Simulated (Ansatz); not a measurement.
W₃O: two-dimensional strain map

Computed with DFT PBE, scalar-relativistic, plane waves, PAW (Ansatz 0.2.0). Cutoff 420 eV, Γ-centred 8×8×8 k-points, Gaussian smearing of 0.15 eV. Spin–orbit coupling is left out, which can shift energies with elements as heavy as these. No spin polarisation. Energies are free energies at this smearing, counted from the undisturbed cell; pressure is positive in compression.

Reference structure (relaxed at this level; it needn't be the usual structure):

```xyz
8
Lattice="4.8845 0.0000 0.0000 0.0000 4.8845 0.0000 0.0000 0.0000 4.8845" Properties=species:S:1:pos:R:3 pbc="T T T"
W     2.4423    3.6634    0.0000
W     0.0000    2.4423    3.6634
W     1.2211    0.0000    2.4423
W     2.4423    1.2211    0.0000
W     0.0000    2.4423    1.2211
W     3.6634    0.0000    2.4423
O     2.4423    2.4423    2.4423
O     0.0000    0.0000    0.0000
```

The cell is strained by p along both x and y and by q along z, fractional coordinates fixed. Points are written (p, q).

Energy above the undisturbed cell in meV/atom (a dash: not computed):

```
 p \ q  -0.080  -0.040  0.000  0.040  0.080
-0.080   800.4   543.8  364.2  253.5  200.6
-0.040   340.4       –   82.1      –   37.1
 0.000   110.7    25.0    0.0   19.1   70.5
 0.040    59.6       –   68.0      –  239.9
 0.080   142.5   167.4  245.3  360.6  499.4
```

Pressure in GPa:

```csv
p \ q,-0.080,-0.040,0.000,0.040,0.080
-0.080,97.3,74.7,56.5,41.8,29.9
-0.040,54.9,–,23.3,–,2.6
0.000,24.6,10.9,0.0,-8.6,-15.3
0.040,3.0,–,-16.1,–,-27.2
0.080,-11.7,-20.3,-26.5,-31.2,-34.4
```